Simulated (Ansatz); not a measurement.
ZnO (wurtzite, P6_3mc), the program Ansatz at the PBE level (PAW), all energies at zero smearing, with the estimated change up to a 700 eV cutoff added, with one set of potentials and settings (totals compare only within such a set). Cell of 4 atoms (2 Zn, 2 O): -7773.715 eV.

| element | reference phase | E (eV/atom) |
|---|---|---|
| Zn | C2/m, 3 atoms in the cell | -3319.0295 |
| O | C2/m, 4 atoms in the cell, spin-polarised | -565.0000 |

Formation energy per atom, worked out: (-7773.715 − 2×(-3319.0295) − 2×(-565.0000))/4 = -1.414 eV/atom (-136 kJ per mol of atoms), at 0 K, without zero-point energy or fitted corrections.

The PBE relaxation kept the symmetry of its start. The references are the lowest solids computed at this level, not always the standard phases (solids in place of the gases).

Potentials: the later of the program's two PAW sets.
